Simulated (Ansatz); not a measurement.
# Notes on a calculation: LaBi (CsCl-type structure)

Level of theory: DFT, PBEsol, scalar-relativistic, no spin polarisation; plane waves to 420 eV with PAW datasets (Ansatz 0.2.0), Γ-centred 8×8×8 mesh, 0.05 eV Gaussian smearing; PAW files: Ansatz's generated set soft_2.

This is a trial structure: such lanthanide and actinide compounds mostly take the rock-salt structure.

The start:

```yaml
crystal:
  lattice:
    - [3.90721, 0.00000, 0.00000]
    - [0.00000, 3.90721, 0.00000]
    - [0.00000, 0.00000, 3.90721]
  atoms:
    - { symbol: La, position: [0.00000, 0.00000, 0.00000] }
    - { symbol: Bi, position: [0.50000, 0.50000, 0.50000] }
```

The first steps of the search for zero pressure:

```csv
run,level,k-mesh,kind,V (Å³/atom),P (GPa),gap on the mesh (eV)
1,PBEsol,8×8×8,fixed cell,29.82,3.7,metal
```

At which volume does PBEsol reach zero pressure?

31.62 Å³/atom, about 6.0 % over the start.

The steps that followed:

```csv
run,level,k-mesh,kind,V (Å³/atom),P (GPa),E − E(final) (meV/atom),gap on the mesh (eV)
2,PBEsol,8×8×8,fixed cell,30.55,2.0,6.3,metal
3,PBEsol,8×8×8,fixed cell,31.62,-0.1,0.0,metal
```

Cell and atoms are those of this level's equilibrium.

The final structure (symmetry read at 0.01 Å). Symmetry: Pm-3m, No. 221, cubic system. Conventional cell: a = 3.984 Å, b = 3.984 Å, c = 3.984 Å, α = 90.00°, β = 90.00°, γ = 90.00°. La (site symmetry m-3m) is surrounded by 8 Bi at 3.45 Å. Bi (site symmetry m-3m) is surrounded by 8 La at 3.45 Å. (Shells end 15 % past the nearest neighbour.)

| atom | site | symmetry | x | y | z |
| --- | --- | --- | --- | --- | --- |
| La | 1a | m-3m | 0.0000 | 0.0000 | 0.0000 |
| Bi | 1b | m-3m | 0.5000 | 0.5000 | 0.5000 |

At the final geometry the gap, band path included, is zero (metallic). The equation of state gives B0 = 57 GPa and B0′ = 5.1. Against the elements' standard states, run alike and uncorrected, the formation energy is -0.86 eV/atom. 

**What lies behind the numbers.**

Formal charges La³⁺, Bi³⁻ balance and leave closed shells on every ion, yet the run finds no gap: the anions' valence bands overlap the cations' empty bands by 0.6 eV on the mesh. A better functional would shrink the overlap, but with one this large it would likely leave a semimetal or metal.

Spin–orbit coupling, which matters for such heavy elements, is left out. A displaced or strained copy of the relaxed cell lay 2.5 meV/atom lower, so the structure isn't a true minimum at this level, unless the mesh, which matters in a metal, makes it so.
